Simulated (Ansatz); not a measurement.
The calculation used Ansatz, DFT PBE, scalar-relativistic, plane waves, PAW. All cells share a 420 eV cutoff and Γ-centred k meshes spaced at most about 0.3 Å⁻¹ (about 0.25 or finer for metals, 2π included). No spin polarisation in the final relaxations.

All energies are static (0 K, no zero-point motion).

Two forms of In₂Te₂S were relaxed alike.

A.

```
In Te S
1.0
     4.11335    0.00000    0.00000
    -2.05667    3.56226    0.00000
     0.00000    0.00000   10.62100
In Te S
2 2 1
Direct
  0.66667 0.33333 0.83842
  0.33333 0.66667 0.16158
  0.66667 0.33333 0.31431
  0.33333 0.66667 0.68569
  0.00000 0.00000 0.00000
```

B.

```
In Te S
1.0
     7.97443    0.00000    0.00000
     0.00000    7.97443    0.00000
     0.00000    0.00000    4.62209
In Te S
4 4 2
Direct
  0.63455 0.13455 0.50000
  0.36545 0.86545 0.50000
  0.13455 0.36545 0.50000
  0.86545 0.63455 0.50000
  0.19270 0.69270 0.00000
  0.80730 0.30730 0.00000
  0.69270 0.80730 0.00000
  0.30730 0.19270 0.00000
  0.00000 0.00000 0.00000
  0.50000 0.50000 0.00000
```

Question: Which would you expect to be lower, and how large is the difference?

Answer: A is lower, by 281 meV/atom. A has space group P-3m1 (No. 164), 31.1 Å³/atom and no gap on its mesh; B has space group P4/mbm (No. 127), 29.4 Å³/atom and no gap. Counting S or Te atoms around In (for each partner element, those within 1.25 times its shortest distance or 1.15 times the sum of covalent radii, where it is the nearest in units of that sum or under 1.3; a plus sign parts groups by distance over the sum of covalent radii), A has In 3+3 and B has In 2+4. Both come from invented guesses.

Weakly bound directions are ill-defined at this level, which has no dispersion term (P-3m1), and this can change margins and order among such cells. These runs have no spin–orbit coupling, which can matter for Te. Cells relaxed within their symmetry can be saddle points.
